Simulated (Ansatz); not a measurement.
ZnCu2SnS4:
```yaml
crystal:
  lattice:
    - [-2.70232, 2.70232, 5.42594]
    - [2.70232, -2.70232, 5.42594]
    - [2.70232, 2.70232, -5.42594]
  atoms:
    - { symbol: Zn, position: [0.00000, 0.00000, 0.00000] }
    - { symbol: Cu, position: [0.25000, 0.75000, 0.50000] }
    - { symbol: Cu, position: [0.75000, 0.25000, 0.50000] }
    - { symbol: Sn, position: [0.50000, 0.50000, 0.00000] }
    - { symbol: S, position: [0.89044, 0.37529, 0.00000] }
    - { symbol: S, position: [0.62471, 0.62471, 0.51515] }
    - { symbol: S, position: [0.37529, 0.89044, 0.00000] }
    - { symbol: S, position: [0.10956, 0.10956, 0.48485] }
```

Relaxed with r²SCAN.

Q: Map the electron localisation function on the plane through (0.000, 0.000, 0.000) spanned by u = [1, 1, 0] and v = [1, -1, 0] in lattice vectors, from r²SCAN (plane waves, PAW; program Ansatz).

A: x is the fraction of u, y of v (the angle between them is 90°; rows are the nearest grid lines); atoms in the plane: Zn at (0.00, 0.00), Zn at (0.50, 0.50), Sn at (0.00, 0.50), Sn at (0.50, 0.00), S at (0.13, 0.76), S at (0.63, 0.26), S at (0.13, 0.24), S at (0.63, 0.74).
```
|   ...        .::-    -::.        ...   |
|  ..:--:.      .:-:  .:--:.       ....  |
| ..:+**=-.     .:--:.:-=++=:.      ..:. |
|.:+%@@%%#+:     .::--+#%%%%#+:      ....|
|=#@@@*+%@%+.     ..:*%@%##%@%+.      .:=|
|+#@@+..*@%*:      .:#%%*:-%@%*:       :+|
|+#%%-  #@@*:       :#@%:  *@@*:       :+|
|=*%@%##%@%+.      .:#@@@*+%@%+.     ..:=|
|-+#@@@%%%*-.     ...+%@@@%%%*-.    .:::-|
|::-=###*+:      ..::.:+%%%#+-.    .::--:|
|  .:--:.       ....  ..:--:.      .:-:  |
|  .:::.        ...    ....       .::-.  |
|  .:::.        ...    ....       .::-.  |
|  .:--:.       ....  ..:--:.      .:-:  |
|::-=###*+:      ..::.:+%%%#+-.    .::--:|
|-+#@@@%%%*-.     ...+%@@@%%%*-.    .:::-|
|=*%@%##%@%+.      .:#@@@*+%@%+.     ..:=|
|+#%%-  #@@*:       :#@%:  *@@*:       :+|
|+#@@+..*@%*:      .:#%%*:-%@%*:       :+|
|=#@@@*+%@%+.     ..:*%@%##%@%+.      .:=|
|.:+%@@%%#+:     .::--+#%%%%#+:      ....|
| ..:+**=-.     .:--:.:-=++=:.      ..:. |
|  ..:--:.      .:-:  .:--:.       ....  |
|   ...        .::-    -::.        ...   |
```
Scale: ten equal steps from 0.000 (start of ' ') to 0.892 (end of '@'), in the order ' .:-=+*#%@'; x runs from 0.000 to 1.00, y from 0.000 (bottom) to 1.00 (top).

The density is the valence pseudo-density with augmentation charge, so density and ELF within about 1 Å of a nucleus are not all-electron values.

Space group I-42m. The workflow started from a Materials Project entry (that database holds measured and hypothetical structures alike); the Crystallography Open Database copy checked does not list it. It is not the phase usual at ambient conditions (space group No. 82). The r²SCAN relaxation kept the symmetry of its start; whether a distortion lowers the energy is not shown. The run is not spin-polarised. Spin–orbit coupling is left out wherever it is not named.

Potentials: the later of the program's two PAW sets.
